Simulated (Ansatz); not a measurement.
BeS in space group P6_422 (No. 181; Be on 3c, S on 3d), the program Ansatz at the r²SCAN+D4 level (PAW), all energies at zero smearing, with the estimated change up to a 700 eV cutoff added, with one set of potentials and settings (totals compare only within such a set). Cell of 6 atoms (3 Be, 3 S): -3003.365 eV.

```
element                reference phase  E (eV/atom)
-------  -----------------------------  -----------
Be       P6_3/mmc, 2 atoms in the cell     -93.3808
S           P2/c, 32 atoms in the cell    -905.9097
```

Formation energy per atom, worked out: (-3003.365 − 3×(-93.3808) − 3×(-905.9097))/6 = -0.916 eV/atom (-88 kJ per mol of atoms), at 0 K, without zero-point energy or fitted corrections.

The start of the workflow was typed in or built on a structure type; neither database checked (COD, Materials Project) lists it. COD files the formula under space group No. 216, so this cell is another polymorph or a model. Whether it is the stable phase at ambient conditions was not checked. Symmetry was held in the r²SCAN+D4 relaxation; its stability against distortions is not shown here. The references are the lowest solids computed at this level, not always the standard phases.

Potentials: the earlier of the program's two PAW sets.
